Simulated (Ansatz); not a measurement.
Relaxed Cu (fcc, Cu type):

```
CELL_PARAMETERS angstrom
      3.62881     0.00000     0.00000
      0.00000     3.62881     0.00000
      0.00000     0.00000     3.62881
ATOMIC_POSITIONS crystal
  Cu 0.00000 0.00000 0.00000
  Cu 0.50000 0.50000 0.00000
  Cu 0.50000 0.00000 0.50000
  Cu 0.00000 0.50000 0.50000
```

In this cell atom 4 (Cu, nearest neighbour Cu at 2.566 Å; its periodic images, 3.6 Å or more away, move with it) is moved by s along Cartesian x, unit vector (1.000, 0.000, 0.000); all other atoms and the cell stay fixed.

Method: PBE (plane waves to 420 eV, PAW, scalar-relativistic; Ansatz, a quantum-chemistry and plane-wave program). k mesh 10×10×10 (Γ-centred), Fermi-Dirac smearing 0.05 eV. Energies are smeared free energies. With partly filled bands, energies and forces of such displacements shift with the k mesh and the smearing. Cu is run without spin polarisation. Cu was relaxed with its symmetry unable to fall. The PAW data are Ansatz's earlier set. The zero of ΔE is the undisplaced structure. The last digit holds for this mesh only.

| s (Å) | ΔE (meV/cell) |
|---|---|
| -0.260 | withheld |
| -0.208 | 146.2 |
| -0.156 | 81.7 |
| -0.104 | 36.1 |
| -0.052 | 9.0 |
| 0.000 | 0.0 |
| 0.052 | 9.0 |
| 0.104 | 36.1 |
| 0.156 | 81.7 |
| 0.208 | 146.2 |
| 0.260 | withheld |

**Question.** Fit an even polynomial form (powers 2, 4) to the given rows and predict ΔE at s = 0.260.

**Answer.** Least squares on the 9 given rows: ΔE = (3327)·s² + (1216)·s⁴, in meV/cell with s in Å; root-mean-square residual 0.02 meV/cell. At 0.260 the fit gives 230.5 meV/cell; the calculation gives 230.5 meV/cell, the same to the digits shown. The quadratic term alone would give 224.9 meV/cell.

(For displaced atoms, the force is minus the slope of the energy, and its curvature is a force constant, which sets phonon frequencies.)
